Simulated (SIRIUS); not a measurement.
Set-up for a self-consistent single point of CoSi2 (Fm-3m, 12 atoms in the cell; from Materials Project mp-2379, changed as shown).

```xyz
12
Lattice="5.4245 0.0000 0.0000 0.0000 5.4245 0.0000 0.0000 0.0000 5.4245" Properties=species:S:1:pos:R:3 pbc="T T T"
Co     0.0000     0.0000     0.0000
Co     0.0000     2.7123     2.7123
Co     2.7123     0.0000     2.7123
Co     2.7123     2.7123     0.0000
Si     1.3561     1.3561     4.0684
Si     1.3561     4.0684     4.0684
Si     1.3561     4.0684     1.3561
Si     1.3561     1.3561     1.3561
Si     4.0684     1.3561     1.3561
Si     4.0684     4.0684     1.3561
Si     4.0684     4.0684     4.0684
Si     4.0684     1.3561     4.0684
```

Level of theory: PBE, GBRV PBE ultrasoft pseudopotentials (plane waves; SIRIUS).

SIRIUS settings:

```
setting                                                               value
--------------------------------------  -----------------------------------
parameters.ngridk                                                     4 4 4
parameters.xc_functionals                      [XC_GGA_X_PBE, XC_GGA_C_PBE]
parameters.gk_cutoff                                           6.325 1/bohr
parameters.pw_cutoff                                          14.143 1/bohr
parameters.smearing                                             fermi_dirac
parameters.smearing_width                                     0.00367493 Ha
potentials                              GBRV PBE ultrasoft pseudopotentials
parameters.electronic_structure_method                      pseudopotential
parameters.num_bands                                                     60
parameters.num_mag_dims                                                   0
parameters.num_dft_iter                                                 100
parameters.energy_tol                                              1e-07 Ha
parameters.density_tol                                                1e-06
mixer.type                                                         broyden2
mixer.beta                                                              0.7
mixer.use_hartree                                                     false
```

Results:

Number of valence electrons: 100
Number of bands: 60
Number of k-points after the program's reduction: 10
Number of plane waves (most at a k-point): 4636
Number of SCF iterations: 34
FFT grid: 50 × 50 × 50
Free energy E − TS: -17294.3574 eV
Fermi level (on the code's own zero): 12.22 eV
Pressure: -6.00 GPa

Stress (GPa, positive for compression):
```
-6.00   0.00   0.00
 0.00  -6.00   0.00
 0.00   0.00  -6.00
```

For comparison: a first run was changed to give this one (lattice scaled by 1.02), and from it to this one the free energy goes up by 5.4 meV/atom and the pressure goes from 4.27 to -6.00 GPa.

The run has no spin polarisation, so moments on Co cannot form. The structure comes from a collection of computed structures, made at another level of theory; the collection holds predicted forms beside known ones. Its lattice was then scaled. No clean gap shows at this smearing width and mesh (spacing up to 0.29 Å⁻¹); the mesh is coarse for partly filled bands, so the values carry mesh errors.

Cost on one core: roughly 2.9 core-minutes.
